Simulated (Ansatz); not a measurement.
AlRu (CsCl type, Pm-3m) under volume change, PBE in the plane-wave PAW code Ansatz, scaled uniformly.

| V (Å³/atom) | E − E(relaxed) (meV/atom) | P (GPa) |
|---|---|---|
| 12.332 | 82.5 | 23.58 |
| 12.739 | 34.6 | 14.42 |
| 13.145 | 8.2 | 6.63 |
| 13.552 | 0.0 | 0.00 |
| 13.959 | 7.3 | -5.63 |
| 14.365 | 27.9 | -10.42 |
| 14.772 | 59.6 | -14.48 |

What does a third-order Birch–Murnaghan fit give for V₀, B₀ and B′?

V₀ = 13.55 Å³/atom, B₀ = 203 GPa, B′ = 4.4.

Symmetry was held in the PBE relaxation. The run is not spin-polarised.

Potentials: the earlier of the program's two PAW sets.
